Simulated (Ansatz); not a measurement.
A geometry of W away from equilibrium: step 2 of the relaxation of a relaxed W cell, doubled along one cell vector, shaken by Gaussian noise of σ = 0.08 Å a coordinate. Method: PBEsol (plane waves to 420 eV, PAW, scalar-relativistic; Ansatz, a quantum-chemistry and plane-wave program). Γ-centred k-mesh 12×6×12 on the run's cell (coarser than for final values), Fermi–Dirac smearing 0.05 eV.

```yaml
crystal:
  lattice:
    - [2.60839, 0.00001, 0.00000]
    - [0.00002, 5.15747, 0.02670]
    - [0.00000, 0.01335, 2.60961]
  atoms:
    - { symbol: W, position: [0.04435, 0.99926, 0.07945] }
    - { symbol: W, position: [0.04424, 0.48498, 0.93267] }
```

Give the Cartesian forces on all atoms (eV/Å).


```tsv
atom	Fx	Fy	Fz
W1	0.00	-1.07	0.66
W2	0.00	1.07	-0.66
```

What is the pressure?

+1.9 GPa, compression positive.

How much energy per atom can still be gained by relaxing?

1.41 eV/atom; the path ends in Im-3m (No. 229) (bcc (W type)).

No spin polarisation in the result.

The run could not lose the symmetry of its start.

Of the parent cell (Pm-3m (No. 221)): it is a generated cell of W: the first start was made by placing the elements on the sites of a structure type, and the end was not matched to a known phase here, so it may be hypothetical. Known forms of W include space group No. 229.
